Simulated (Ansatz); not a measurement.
**Cd3Te2Se: rattling a relaxed structure**

It was reached by relaxing an invented guess, and it needn't be the stable form of this composition.

Level of theory: DFT PBE, scalar-relativistic, plane waves, PAW (Ansatz). Plane waves to 420 eV, a k mesh through Γ of 12×12×4 on the computed 6-atom cell and Gaussian smearing (0.01 eV); no spin polarisation.

The cell below (6 atoms, space group P3m1 (No. 156)) is relaxed within its symmetry.

```yaml
crystal:
  lattice:
    - [4.58280, 0.00000, 0.00000]
    - [-2.29140, 3.96882, 0.00000]
    - [0.00000, 0.00000, 11.21911]
  atoms:
    - { symbol: Cd, position: [0.00000, 0.00000, 0.99946] }
    - { symbol: Cd, position: [0.33333, 0.66667, 0.65386] }
    - { symbol: Cd, position: [0.66667, 0.33333, 0.34615] }
    - { symbol: Te, position: [0.00000, 0.00000, 0.74511] }
    - { symbol: Te, position: [0.66667, 0.33333, 0.09070] }
    - { symbol: Se, position: [0.33333, 0.66667, 0.41473] }
```

For the test a repeat of it with 12 atoms (edges 4.58, 7.94, 11.22 Å) was strained at random (σ = 1.5 % a component), the atoms were moved at random (σ = 0.15 Å), and all was relaxed again on a coarse 6×4×2 mesh (in the run’s order of axes) with 0.20 eV smearing, with no symmetry imposed.

These runs have no spin–orbit coupling, which can matter for Te.

Problem. Does it come back?

Solution. It returns, within 1 meV/atom of the unmoved cell on that mesh and with the same symmetry when read at 0.1 Å (P1 at 0.01 Å, so small strains and shifts remain). So it is stable against the distortions that fit this cell and that this random move excites. Modes that don't fit the cell aren't tested.
